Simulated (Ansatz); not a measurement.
The relaxed structure here is a generated cell of Y3Ge: the first start was made by placing the elements on the sites of a structure type, and the end was not matched to a known phase here, so it may be hypothetical.

The start is a generated cell, Y3Ge placed in the A15 structure type. The structure is fully relaxed (lattice and positions, P = 0) with r2SCAN (plane waves to 500 eV, PAW, scalar-relativistic; Ansatz, a quantum-chemistry and plane-wave program). The first steps use a coarse 4×4×4 k-mesh.

Starting cell:
```
CELL_PARAMETERS angstrom
      6.22633     0.00000     0.00000
      0.00000     6.22633     0.00000
      0.00000     0.00000     6.22633
ATOMIC_POSITIONS crystal
  Y  0.25000 0.00000 0.50000
  Y  0.75000 0.00000 0.50000
  Y  0.00000 0.50000 0.25000
  Y  0.00000 0.50000 0.75000
  Y  0.50000 0.25000 0.00000
  Y  0.50000 0.75000 0.00000
  Ge 0.00000 0.00000 0.00000
  Ge 0.50000 0.50000 0.50000
```

Problem. How large is the pressure on the unrelaxed cell, and of which sign?

Solution. -5 GPa (negative: the cell is under tension).

Problem. By how much does the energy per atom fall from start to end?

Solution. 0.07 eV/atom.

Problem. How do the shortest distances between atoms change?

Solution. The closest pairs of elements (up to four, under 3.6 Å), start → end: Y–Y 3.11 → 2.99 Å; Ge–Y 3.48 → 3.34 Å.

Problem. What band gap does the relaxed structure have at this level?

Solution. Zero (metallic).

The space group stays Pm-3n (No. 223) (the run could not lower it); the end is A15 (Cr3Si type), with 8 atoms in the primitive cell. Final values are on a 8×8×8 k-mesh of the relaxed cell. No spin polarisation in the result.

The run could not lower the symmetry of its start; a shaken copy of this end point relaxes with r2SCAN to C2/c (No. 15), 0.01 eV/atom lower.
